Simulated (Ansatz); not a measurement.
One crystal and one scan (energy against volume) at two levels, r2SCAN+rVV10 (plane waves to 500 eV, PAW, scalar-relativistic; Ansatz, a first-principles code) and PBEsol-D3(BJ) (plane waves to 420 eV, PAW, scalar-relativistic; Ansatz), each from its own relaxed cell and on its own mesh. The cell shown is that of r2SCAN+rVV10.

BN (h-BN type, space group P6_3/mmc)

```
CELL_PARAMETERS angstrom
      2.50059     0.00000     0.00000
     -1.25029     2.16557     0.00000
      0.00000     0.00000     6.52584
ATOMIC_POSITIONS crystal
  B  0.33333 0.66667 0.25000
  B  0.66667 0.33333 0.75000
  N  0.33333 0.66667 0.75000
  N  0.66667 0.33333 0.25000
```

The volume is varied about the relaxed value V₀ at fixed cell shape. Symmetry pins the atoms to their sites.

The energy includes the smearing's −TS. BN was relaxed with its symmetry unable to fall. With the shape held, the modulus is that of even scaling; a crystal free to change shape is softer. Percentages come from the unrounded values.

Results of r2SCAN+rVV10:

```
Quantity                                                                     Value
---------------------------------------------------------------------------  -----
Lattice constant c (Å)                                                       6.526
Relaxed volume (Å³/atom)                                                      8.83
Band gap of the relaxed cell, no spin-orbit coupling (eV)                     4.74
Bulk modulus at fixed cell shape B₀ (third-order Birch-Murnaghan fit) (GPa)  255.6
Pressure derivative B₀′ (fit)                                                  3.5
```

**Question.** Estimate the PBEsol-D3(BJ) values.

**Answer.** 
| quantity | PBEsol-D3(BJ) | r2SCAN+rVV10 − PBEsol-D3(BJ) |
|---|---|---|
| Lattice constant c (Å) | 6.411 | +0.115 (+1.8 %) |
| Relaxed volume (Å³/atom) | 8.68 | +0.15 (+1.8 %) |
| Band gap of the relaxed cell, no spin-orbit coupling (eV) | 4.08 | +0.66 (+16 %) |
| Bulk modulus at fixed cell shape B₀ (third-order Birch-Murnaghan fit) (GPa) | 255.0 | +0.6 (+0.2 %) |
| Pressure derivative B₀′ (fit) | 3.7 | -0.2 (-3 %) |

r2SCAN+rVV10 gives the higher value for: lattice constant c; relaxed volume; band gap of the relaxed cell, no spin-orbit coupling. They agree on: bulk modulus at fixed cell shape B₀ (within 1.5 %). Neither level is exact: the differences show how much the result hangs on the functional.

(Under strain, the slope of the energy per volume gives the stress and its curvature an elastic modulus.)
